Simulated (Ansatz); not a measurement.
Ansatz (a program for electronic structure) input:

Ansatz 0.2 input:
```yaml
crystal:
  lattice:
    - [0.0, 2.0188135715, 2.0188135715]
    - [2.0188135715, 0.0, 2.0188135715]
    - [2.0188135715, 2.0188135715, 0.0]
  atoms:
    - { symbol: Al, position: [0.0, 0.0, 0.0] }
    - { symbol: N, position: [0.5, 0.5, 0.5] }
kpoints:
  mp_grid: { grid: [10, 10, 10] }
hamiltonian:
  xc: r2scan
  pseudopotentials: { kind: paw }
scf:
  occupations: { method: fixed }
output:
  optics: { e_range: [0.0, 15.0], de: 0.05, sigma: 0.1, bands: { spectra_wanted_up_to: 12 eV } }
```

Output (shortened):

```
output.optics: the spectra are integrated over the Brillouin zone by k·p interpolation around the k-points, where levels, occupations, output.optics.sigma and …
Pseudopotential: Al, paw, valence charge 3
Pseudopotential: N, paw, valence charge 5
Functional definition: r2SCAN
Crystal: 2 atoms, lattice volume = 16.456 Å³
Basis set: ecut = 500 eV, 411 PW (Γ), exchange–correlation on 96×96×96 points (64 copies of the dense FFT grid, shifted against one another)
Bands: 8, of which v1, the nominal top of the filled ones, is band 4 counted from 1 (3 counted from 0)
Symmetry: 48 space group operations
Space group: Fm-3m (ITA 225), of the structure as read, at distance tolerance 2.5e-5 Å
k-points: 47 of 1000
SCF iter   1: F=—  HF=-928.014726 eV  |F-HF|=—  |Δ(HF+E_count)|=         —  Δρ=7.47e-3  dr2=9.27e-3  dr2_τ=1.68e-1  ethr=1.77e-3  ⟨swp⟩=4.2  Hψ=2274  notcnv=0  defer=71
preconditioner: auto → none
SCF iter   2: F=—  HF=-928.148061 eV  |F-HF|=—  |Δ(HF+E_count)|=   1.33e-1  Δρ=5.46e-3  dr2=3.00e-3  dr2_τ=9.67e-5  ethr=1.16e-4  ⟨swp⟩=2.9  Hψ=1093  notcnv=0  defer=85
SCF iter   3: F=—  HF=-928.148595 eV  |F-HF|=—  |Δ(HF+E_count)|=   5.35e-4  Δρ=1.14e-3  dr2=2.22e-4  dr2_τ=9.26e-6  ethr=3.75e-5  ⟨swp⟩=2.5  Hψ=671  notcnv=0  defer=88
SCF iter   4: F=—  HF=-928.148616 eV  |F-HF|=—  |Δ(HF+E_count)|=   2.10e-5  Δρ=3.53e-4  dr2=2.26e-5  dr2_τ=2.83e-6  ethr=2.78e-6  ⟨swp⟩=2.1  Hψ=664  notcnv=0  defer=89
SCF iter   5: F=—  HF=-928.148614 eV  |F-HF|=—  |Δ(HF+E_count)|=   2.74e-6  Δρ=7.94e-5  dr2=1.12e-6  dr2_τ=2.23e-8  ethr=2.82e-7  ⟨swp⟩=2.4  Hψ=549  notcnv=0  defer=25
SCF iter   6: F=—  HF=-928.148615 eV  |F-HF|=—  |Δ(HF+E_count)|=   1.79e-6  Δρ=1.65e-5  dr2=4.75e-8  dr2_τ=5.75e-10  ethr=1.40e-8  ⟨swp⟩=2.4  Hψ=548  notcnv=0  defer=13
SCF iter   7: F=—  HF=-928.148615 eV  |F-HF|=—  |Δ(HF+E_count)|=  7.27e-10  Δρ=1.23e-6  dr2=2.29e-10  dr2_τ=5.68e-12  ethr=5.93e-10  ⟨swp⟩=2.6  Hψ=557  notcnv=0  defer=13
SCF iter   8: F=-928.148615 eV  HF=-928.148615 eV  |F-HF|=1.02e-12  |Δ(HF+E_count)|=  3.93e-11  Δρ=9.34e-8  dr2=6.50e-13  dr2_τ=8.93e-14  ethr=1.00e-12  ⟨swp⟩=2.8  Hψ=1862  notcnv=0
SCF 1 converged in 8 iterations: F = -928.148615 eV  dr2 = 6.50e-13
NSCF: frozen V_eff on 47 k-points
Optics k sum: 0 of 47 k-points
Optics k sum: 3 of 47 k-points
Optics k sum: 5 of 47 k-points
Optics k sum: 8 of 47 k-points
Optics k sum: 10 of 47 k-points
Optics k sum: 12 of 47 k-points
Optics k sum: 15 of 47 k-points
Optics k sum: 17 of 47 k-points
Optics k sum: 19 of 47 k-points
Optics k sum: 22 of 47 k-points
Optics k sum: 24 of 47 k-points
Optics k sum: 26 of 47 k-points
Optics k sum: 29 of 47 k-points
Optics k sum: 31 of 47 k-points
Optics k sum: 33 of 47 k-points
Optics k sum: 36 of 47 k-points
Optics k sum: 38 of 47 k-points
Optics k sum: 40 of 47 k-points
Optics k sum: 43 of 47 k-points
Optics k sum: 45 of 47 k-points
Optics k sum: 47 of 47 k-points
Optics k sum: 0 of 47 k-points
Optics k sum: 3 of 47 k-points
Optics k sum: 5 of 47 k-points
Optics k sum: 8 of 47 k-points
Optics k sum: 10 of 47 k-points
Optics k sum: 12 of 47 k-points
Optics k sum: 15 of 47 k-points
Optics k sum: 17 of 47 k-points
Optics k sum: 19 of 47 k-points
Optics k sum: 22 of 47 k-points
Optics k sum: 24 of 47 k-points
Optics k sum: 26 of 47 k-points
Optics k sum: 29 of 47 k-points
Optics k sum: 31 of 47 k-points
Optics k sum: 33 of 47 k-points
Optics k sum: 36 of 47 k-points
Optics k sum: 38 of 47 k-points
Optics k sum: 40 of 47 k-points
Optics k sum: 43 of 47 k-points
Optics k sum: 45 of 47 k-points
Optics k sum: 47 of 47 k-points
NSCF: frozen V_eff on 1 k-points
NSCF: frozen V_eff on 1 k-points
output.optics: what the bands over the 11 summed would add to eps1, eps2 and the energy-loss function is held between a lower and an upper bound (6 Lanczos …
SCF converged after 8 iterations
Free energy (F): -928.148615 eV
Harris-Foulkes:  -928.148615 eV  (|F-HF|=1.02e-12)
Internal energy: -928.148615 eV  (E = F + TS)
E sigma→0 (E₀):  -928.148615 eV
Fermi energy:    11.097476 eV
--- Per-component energies (eV) ---
  E_band       = 35.449572
  E_kinetic    = 164.350281
  E_local      = -169.587958  (includes V_loc(G=0)·N_el)
  E_nonlocal   = 53.058646
  E_hartree    = 62.828531
  E_xc         = -100.280223
  E_vxc        = -121.242295  (∫ρ·V_xc dr)
  E_paw        = -602.160657  (= ΣΔE_a)
  E_vpaw       = -23.245150  (= ΣTr[D̂ρ^β])
  E_aug_tail   = 0.000018  (compensation charges beyond the density's cutoff)
  E_vtau       = 6.458959  (kinetic-family band-sum trace: ∫τ·v_τ [+ j·A + Jᵃ·Aᵃ] dr)
  E_ewald      = -336.267581
  E_core_change = -0.089673  (= ΣΔE_core)
  E_smearing   =  0.000000  (= −TS)
  E_closure    = 0.000000  (closes the sum)
  Σ components = -928.148615   (vs F -928.148615, Δ=0.00e0)
  [band-id]    e_kinetic+e_local+e_nonlocal+2·e_hartree+e_vxc+e_vpaw+e_augmentation_tail+e_vtau = 35.449564   (vs E_band 35.449572, Δ=-7.98e-6)
--- Band table (eV; the first three rows and the last of 47) ---
  k-point 0: bands = ["-7.3318", "11.0975", "11.0975", "11.0975", "17.6286", "24.0322", "24.0322", "24.0322"]
  k-point 1: bands = ["-7.1229", "10.0652", "10.9670", "10.9670", "18.2635", "23.2138", "24.3572", "24.3572"]
  k-point 2: bands = ["-6.5173", "7.8631", "10.6498", "10.6498", "18.9052", "22.8451", "24.6334", "24.6334"]
  k-point 46: bands = ["-2.9764", "4.6570", "5.9571", "7.2324", "19.6651", "21.2560", "24.1740", "25.0848"]
```

Cost: around 9 core-seconds (rough) on shared cores.

This is a known high-pressure phase of the composition, computed here at zero pressure and temperature. Symmetry was held in the r²SCAN relaxation; its stability against distortions is not shown here. The volume moved by -17 % from the start of the relaxation.

Potentials: the later of the program's two PAW sets.

Ansatz is a plane-wave DFT program.
